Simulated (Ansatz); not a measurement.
## Ru (P6_3/mmc), two-dimensional strain map

Method: Ansatz 0.2.0, DFT PBEsol, scalar-relativistic, plane waves, PAW. The runs took a 420 eV cutoff, a Γ-centred 21×21×12 mesh and Gaussian smearing (0.15 eV). No spin polarisation. Energies are free energies at this smearing, counted from the undisturbed cell; pressure is positive in compression.

Zero of the scan (as given, not relaxed at this level; it stands at -6.3 GPa):

```
Ru
1.0
     2.70580    0.00000    0.00000
    -1.35290    2.34329    0.00000
     0.00000    0.00000    4.28190
Ru
2
Direct
  0.33333 0.66667 0.25000
  0.66667 0.33333 0.75000
```

The cell is strained by p along both x and y and by q along z, fractional coordinates fixed. Points are written (p, q).

Energy above the undisturbed cell in meV/atom (a dash: not computed):

```
 p \ q  -0.030  -0.015  0.000  0.015  0.030
-0.030    76.1    48.4   36.1   37.4   51.1
-0.015    24.3       –      –      –      –
 0.000     7.9       –    0.0      –   41.2
 0.030    61.5       –   81.9      –  145.8
```

Pressure in GPa:

| p \ q | -0.030 | -0.015 | 0.000 | 0.015 | 0.030 |
| --- | --- | --- | --- | --- | --- |
| -0.030 | 29.9 | 22.6 | 16.1 | 10.3 | 5.2 |
| -0.015 | 16.4 | – | – | – | – |
| 0.000 | 4.9 | – | -6.3 | – | -15.0 |
| 0.030 | -12.9 | – | -21.9 | – | -28.8 |